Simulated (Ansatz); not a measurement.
According to the program Ansatz at the r²SCAN level (PAW), Si3N4 in the hexagonal phase (P6_3/m; Si on 6h, N on 2c, N on 6h) relaxes to a = 7.606 Å, c = 2.906 Å. Si has 4 nearest neighbours from 1.73 Å (tetrahedral); N on 2c has 3 nearest neighbours from 1.73 Å (trigonal planar); N on 6h has 3 nearest neighbours from 1.73 Å (trigonal planar). Its formation energy from the elements is -123 kJ/mol of atoms, with no fitted shifts.

It is gapped at this level: 4.99 eV (indirect). The valence maximum lies on the Γ–A line, 33 % of the way from Γ and the conduction minimum at Γ. The screened hybrid HSE06 puts the gap at 5.77 eV. Electrons at the band edge weigh 0.22, 1.4, 1.4 mₑ (principal values). The hole mass is 0.83, 0.83, 1.7 mₑ (principal values).

An equation-of-state fit gives a bulk modulus of 2540 kbar. The relaxed-ion elastic constants in GPa are C11 = 438, C12 = 198, C13 = 113, C33 = 570, C44 = 109. The elastic constants imply a Debye temperature near 974 K. Perturbation theory gives ε∞ = 3.98 (xx = yy), 4.06 (zz). Letting the ions move raises it to ε0 = 7.70 (xx = yy), 7.71 (zz). Born charges are Si +3.37, N -2.54 to -2.52 e. The phonon dispersion is stable (no imaginary branch). Without the LO–TO term the highest mode at Γ lies at 1068 cm⁻¹. Bader charges are Si +3.21, N -2.41 to -2.40 e.

Symmetry was held in the r²SCAN relaxation. The references are the lowest solids computed at this level, not always the standard phases (solids in place of the gases).

Potentials: the later of the program's two PAW sets.
